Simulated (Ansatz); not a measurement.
NbSi in space group P-6m2 (No. 187; Nb on 1a, Si on 1f) under volume change, DFT-PBE in the program Ansatz with PAW potentials, shape and atoms relaxed at each volume.

| V (Å³/atom) | E − E(relaxed) (meV/atom) | P (GPa) |
|---|---|---|
| 14.751 | 76.8 | 18.34 |
| 15.237 | 32.3 | 11.22 |
| 15.723 | 7.7 | 5.15 |
| 16.210 | 0.0 | 0.00 |
| 16.696 | 6.9 | -4.39 |
| 17.182 | 26.1 | -8.20 |
| 17.669 | 56.3 | -11.57 |

Problem. What does a third-order Birch–Murnaghan fit give for V₀, B₀ and B′?

Solution. V₀ = 16.21 Å³/atom, B₀ = 160 GPa, B′ = 4.1.

The cell is a constructed one: a structure type filled with these elements; neither database checked (COD, Materials Project) lists it. Its standing as an ambient phase is unchecked. Symmetry was held in the PBE relaxation; whether a distortion lowers the energy is not shown. The run is not spin-polarised.

Potentials: the later of the program's two PAW sets.
